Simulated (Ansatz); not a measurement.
Values for one crystal, relaxed and computed with PBE in the plane-wave PAW code Ansatz; other levels are named.

| Item | Result |
|---|---|
| Volume per atom | 18.31 Å³ |
| Electronic character | metallic (no gap) |
| Density of states at the Fermi level | 0.71 states/eV per atom (mean over ±0.08 eV) |
| Pressure derivative B′ | 4.4 |
| Formation energy from the elements (no fitted shifts) | 0.073 eV/atom |
| Gap with spin–orbit coupling | none (metallic) |
| Bulk modulus (Birch–Murnaghan fit) | 200 GPa |

### Question
Which of these materials gives this?
(A) NbCd3, Cu3Au type
(B) NbIr, rock salt
(C) CoMo, rock salt
(D) GaBi, rock salt

### Answer
B, NbIr, rock salt

Space group Fm-3m (rock salt). The start of the workflow was typed in or built on a structure type; neither database checked (COD, Materials Project) lists it. COD files the formula under space group No. 123. Whether it is the stable phase at ambient conditions was not checked. Symmetry was held in the PBE relaxation; whether a distortion lowers the energy is not shown. No spin polarisation was allowed. The references are the lowest solids computed at this level, not always the standard phases. Scalar-relativistic: spin–orbit coupling is off unless named, which matters more the heavier the elements.

Potentials: the later of the program's two PAW sets.
